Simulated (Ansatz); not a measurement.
OsBr₃ in the ReO3-type structure

Level of theory: DFT, PBE+U (U_eff = 2 eV on Os 5d), scalar-relativistic, collinear spin; plane waves to 420 eV with PAW datasets (Ansatz 0.2.0), 6×6×6 k-mesh, Gaussian smearing of 0.05 eV; PAW files: Ansatz's generated set soft_2.

```cif
data_structure
_symmetry_space_group_name_H-M 'P 1'
_symmetry_Int_Tables_number 1
_cell_length_a 5.1779
_cell_length_b 5.1779
_cell_length_c 5.1779
_cell_angle_alpha 90.000
_cell_angle_beta 90.000
_cell_angle_gamma 90.000
_cell_volume 138.82
loop_
_atom_site_label
_atom_site_type_symbol
_atom_site_fract_x
_atom_site_fract_y
_atom_site_fract_z
_atom_site_occupancy
Os1 Os 0.00000 0.00000 0.00000 1
Br1 Br 0.50000 0.00000 0.00000 1
Br2 Br 0.00000 0.00000 0.50000 1
Br3 Br 0.00000 0.50000 0.00000 1
```

This is a trial structure made by placing the elements on a prototype's sites, so it needn't be the stable form. The ideal cubic cell shuts out tilts of the octahedra, which such structures often take.

Magnetic state: ferromagnetic, site spin moments Os 2.30; Br 0.15 μB.

The geometry was relaxed with PBE+U to a residual pressure of 0.0 GPa and stays fixed; the gap of the first row includes a band path, the others are on their meshes. A negative pressure means that the level wants a smaller cell.

```json
{"level": "PBE+U (U_eff = 2 eV on Os 5d)", "k-mesh": "6×6×6", "gap (eV)": "metal", "P (GPa)": "0.0", "largest spin moment (μB)": "2.30"}
{"level": "PBE+U (U_eff = 7 eV on Os 5d)", "k-mesh": "6×6×6", "gap (eV)": "metal", "P (GPa)": "2.6", "largest spin moment (μB)": "2.80"}
```

Problem. And under PBE+U (U_eff = 5 eV on Os 5d) (6×6×6): gap, the largest spin moment, pressure?

Solution. Gap zero (metallic), pressure 1.8 GPa, largest spin moment 2.68 μB.

Problem. Give the gap, the largest spin moment and the pressure for PBE+U (U_eff = 3 eV on Os 5d) (6×6×6).

Solution. Gap zero (metallic), pressure 0.5 GPa, largest spin moment 2.41 μB.

**Reading the ladder.**

From U = 2 to 7 eV on Os the pressure goes from 0.0 to 2.6 GPa, the crystal stays metallic, and the largest spin moment goes from 2.30 to 2.80 μB. A larger U localises the open shell and takes it out of the bonding, so the cell wants to grow.

No row holds spin–orbit coupling, which matters for elements this heavy.

Open d and f shells can converge to several self-consistent states; this is the one that the run reached.

Pressures are a third of the stress tensor's trace.
